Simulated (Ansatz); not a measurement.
Consider the following.

Ru$_{3}$W (Cu3Au type, Pm-3m), a = 3.834 Å, b = 3.834 Å, c = 3.834 Å, α = 90.00°, β = 90.00°, γ = 90.00°.

This is the r²SCAN-relaxed structure.

### Question
All from DFT-r²SCAN in the program Ansatz with PAW potentials, unless another level is named. Estimate the density of states at the Fermi level.

### Answer
0.89 states/eV per atom (mean over ±0.08 eV).

### Question
Next, the formation energy from the elements (no fitted shifts)?

### Answer
-0.017 eV/atom.

### Question
Next, the gap with spin–orbit coupling?

### Answer
none (metallic).

A made-up cell: these elements were put on the sites of a structure type; neither database checked (COD, Materials Project) lists it. Its standing as an ambient phase is unchecked. The cell was relaxed with r²SCAN under the symmetry of its start; whether a distortion lowers the energy is not shown. The run is not spin-polarised. The references are the lowest solids computed at this level, not always the standard phases. Scalar-relativistic: spin–orbit coupling is off unless named, which matters more the heavier the elements.

Potentials: the earlier of the program's two PAW sets.
